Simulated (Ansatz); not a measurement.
**Ag, first-principles data**

Ag:
Space group Pm-3n (No. 223); a = b = c = 5.226 Å, α = β = γ = 90.00°

```tsv
atom	site	symmetry	x	y	z
Ag	2a	m-3.	0.0000	0.0000	0.0000
Ag	6c	-4m.2	0.0000	0.5000	0.2500
```

Space group Pm-3n (No. 223), A15 (β-W type); conventional cell a = b = c = 5.226 Å, α = β = γ = 90.00°.

Method: plane-wave PAW r²SCAN (Ansatz code). The cell and atoms are relaxed at this level. Other levels are named where they apply.

Cell and energy:

- Volume per atom = 17.85 Å³
- Density = 10.04 g/cm³

Electronic structure:

Electronic character: metallic (no gap)
Density of states at the Fermi level: 0.27 states/eV per atom (mean over ±0.08 eV)
Gap with spin–orbit coupling: none (metallic)

Mechanics:

- Bulk modulus (Birch–Murnaghan fit) = 96.1 GPa
- Pressure derivative B′ = 5.7
- Elastic constants (relaxed ions, GPa) = C11 = 178, C12 = 55.1, C44 = -17.6
- Mechanical stability = unstable (C has a negative eigenvalue)

The start of the workflow was typed in or built on a structure type; neither database checked (COD, Materials Project) lists it. It is not the phase usual at ambient conditions (space group No. 225). The r²SCAN relaxation kept the symmetry of its start. No spin polarisation was allowed. As this level gives no gap, shear constants depend on the k-mesh and smearing (Fermi–Dirac, 0.1 eV here). Spin–orbit coupling is left out wherever it is not named.

Potentials: the earlier of the program's two PAW sets.
